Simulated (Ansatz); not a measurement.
Two inputs for AlN with oxygen replacing N

Cell: a supercell of AlN (wurtzite type, P6_3mc) built from a structure deposited in the COD (the entry's cell lengths or inner coordinates differ somewhat from later room-temperature determinations), with all atoms left at the host's positions.

```xyz
48
Lattice="9.3390 0.0000 0.0000 -3.1130 5.3919 0.0000 0.0000 0.0000 9.9620" Properties=species:S:1:pos:R:3 pbc="T T T"
Al    0.0000    1.7973    0.0000
Al    0.0000    1.7973    4.9810
Al   -1.5565    4.4932    0.0000
Al   -1.5565    4.4932    4.9810
Al    3.1130    1.7973    0.0000
Al    3.1130    1.7973    4.9810
Al    1.5565    4.4932    0.0000
Al    1.5565    4.4932    4.9810
Al    6.2260    1.7973    0.0000
Al    6.2260    1.7973    4.9810
Al    4.6695    4.4932    0.0000
Al    4.6695    4.4932    4.9810
Al    1.5565    0.8986    2.4905
Al    1.5565    0.8986    7.4715
Al    0.0000    3.5946    2.4905
Al    0.0000    3.5946    7.4715
Al    4.6695    0.8986    2.4905
Al    4.6695    0.8986    7.4715
Al    3.1130    3.5946    2.4905
Al    3.1130    3.5946    7.4715
Al    7.7825    0.8986    2.4905
Al    7.7825    0.8986    7.4715
Al    6.2260    3.5946    2.4905
Al    6.2260    3.5946    7.4715
O     0.0000    1.7973    1.8928
N     0.0000    1.7973    6.8738
N    -1.5565    4.4932    1.8928
N    -1.5565    4.4932    6.8738
N     3.1130    1.7973    1.8928
N     3.1130    1.7973    6.8738
N     1.5565    4.4932    1.8928
N     1.5565    4.4932    6.8738
N     6.2260    1.7973    1.8928
N     6.2260    1.7973    6.8738
N     4.6695    4.4932    1.8928
N     4.6695    4.4932    6.8738
N     1.5565    0.8986    4.3833
N     1.5565    0.8986    9.3643
N     0.0000    3.5946    4.3833
N     0.0000    3.5946    9.3643
N     4.6695    0.8986    4.3833
N     4.6695    0.8986    9.3643
N     3.1130    3.5946    4.3833
N     3.1130    3.5946    9.3643
N     7.7825    0.8986    4.3833
N     7.7825    0.8986    9.3643
N     6.2260    3.5946    4.3833
N     6.2260    3.5946    9.3643
```

Sites (sets of like atoms) are named by element and the number of their first atom in this list.

Reference run. Method: Kohn–Sham DFT in Ansatz, PBE, plane waves and PAW, scalar-relativistic, 420 eV cutoff, Γ-centred 3×4×2 k-points, Fermi–Dirac smearing 0.01 eV, cell charge +1.

Task: The input is changed as follows: `scf.n_extra_bands`: not typed → 16; `basis.xc_grid`: not typed → 4. What happens to V_zz (10²¹ V/m²) and η?

Result: 

```tsv
site	atom	V_zz reference	η reference	V_zz changed	η changed
Al1	1	3.61	0.01	3.61	0.01
Al3	3	0.51	0.41	0.51	0.41
Al4	4	-0.14	0.18	-0.14	0.18
Al5	5	0.42	0.52	0.42	0.52
Al8	8	-0.22	0.82	-0.22	0.82
Al21	21	3.24	0.06	3.24	0.06
Al22	22	0.62	0.11	0.62	0.11
Al23	23	0.14	0.38	0.14	0.38
O	25	-0.47	0.76	-0.47	0.76
N27	27	1.56	0.13	1.56	0.13
N36	36	0.11	0.64	0.11	0.64
N38	38	0.91	0.15	0.91	0.15
```

All printed values agree. The table leaves out 34 of the 46 sites, with |V_zz| up to 3.13; their tensors move by 0.01 at most along any direction. SCF iterations: 8 and 8.

On the reference run: The defect repeats with the cell of 48 atoms, so it feels its images: sites between two images don't show the values beside a lone defect, and zeros or small values of η there can come from the images' arrangement. Al and N carry a gradient in the pure host already, so the values there aren't the defect's effect alone. A uniform background compensates the cell's charge. The cell keeps the host's lattice, where the PBE pressure is 5 GPa (in a charged cell this depends on the convention for the mean potential). The neighbours have not yet relaxed around the defect (largest force 2.2 eV/Å), so a real crystal will differ.
